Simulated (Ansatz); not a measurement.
Ta: computed property card

Ta:
```cif
data_Ta2
_chemical_formula_sum 'Ta2'
_space_group_name_H-M_alt 'P63/mmc'
_space_group_IT_number 194
_space_group_name_Hall '-P 6c 2c'
_cell_length_a 2.88976
_cell_length_b 2.88976
_cell_length_c 5.11370
_cell_angle_alpha 90.000
_cell_angle_beta 90.000
_cell_angle_gamma 120.000
loop_
_atom_site_label
_atom_site_type_symbol
_atom_site_symmetry_multiplicity
_atom_site_Wyckoff_symbol
_atom_site_fract_x
_atom_site_fract_y
_atom_site_fract_z
_atom_site_occupancy
Ta1 Ta 2 d 0.66667 0.33333 0.25000 1
```

Space group P6_3/mmc (No. 194), hcp (Mg type); conventional cell a = b = 2.890 Å, c = 5.114 Å, α = β = 90.00°, γ = 120.00°.

Method: the program Ansatz at the r²SCAN level (PAW). Geometry: relaxed at this level of theory. Other levels are named where they apply.

### Cell and energy

```
Item                  Result
---------------  -----------
Volume per atom     18.49 Å³
Density          16.25 g/cm³
```

### Electronic structure

```
Item                                                                        Value
------------------------------------  -------------------------------------------
Electronic character                                            metallic (no gap)
Density of states at the Fermi level  1.3 states/eV per atom (mean over ±0.08 eV)
Gap with spin–orbit coupling                                      none (metallic)
```

### Mechanics

```
Item                                  Value
----------------------------------  -------
Bulk modulus (Birch–Murnaghan fit)  196 GPa
Pressure derivative B′                  3.7
```

The start of the workflow was typed in or built on a structure type; the Crystallography Open Database copy checked does not list it. It is not the phase usual at ambient conditions (space group No. 229). The cell was relaxed with r²SCAN under the symmetry of its start; whether a distortion lowers the energy is not shown. No spin polarisation was allowed. Axis ratios of metals converge slowly with the k-mesh, so a and c are less sure than the volume. On the denser mesh and wider smearing of the elastic run this cell carries a stress of 0.4 GPa. Spin–orbit coupling is left out wherever it is not named.

Potentials: the earlier of the program's two PAW sets.
